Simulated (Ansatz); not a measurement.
NiSb:
```yaml
crystal:
  lattice:
    - [3.21223, 0.00000, 0.00000]
    - [0.00000, 3.21223, 0.00000]
    - [0.00000, 0.00000, 3.21223]
  atoms:
    - { symbol: Ni, position: [0.00000, 0.00000, 0.00000] }
    - { symbol: Sb, position: [0.50000, 0.50000, 0.50000] }
```

Relaxed with PBEsol. Special points in fractions of this cell's reciprocal vectors: Γ (0.000, 0.000, 0.000); X (0.000, 0.500, 0.000); M (0.500, 0.500, 0.000); R (0.500, 0.500, 0.500).

Question: List the band energies nearest the Fermi level at these points for the program Ansatz at the PBEsol with spin–orbit coupling level (PAW).

Answer: In eV from the Fermi level; about four levels below and three above (degenerate sets whole), none deeper than 8.9 eV; points with the same levels are listed once.

```
k                                below                          above
-  -----------------------------------  -----------------------------
Γ  -1.57 -1.57 -1.57 -1.57 -1.44 -1.44  0.27 0.27 1.06 1.06 1.06 1.06
X              -1.52 -1.52 -1.05 -1.05            4.21 4.21 4.92 4.92
M              -1.15 -1.15 -0.70 -0.70            0.20 0.20 5.01 5.01
R              -1.12 -1.12 -1.12 -1.12  0.92 0.92 1.14 1.14 1.14 1.14
```

Space group Pm-3m (CsCl type). The cell is a constructed one: a structure type filled with these elements; neither database checked (COD, Materials Project) lists it. COD files the formula under space group No. 194. Whether it is the stable phase at ambient conditions was not checked. Symmetry was held in the PBEsol relaxation; its stability against distortions is not shown here. The workflow began spin-polarised and lost its moments.

Potentials: the earlier of the program's two PAW sets. The files were generated under PBE; for other functionals the program regenerates the frozen cores, and for LDA and PBEsol the local potential too.
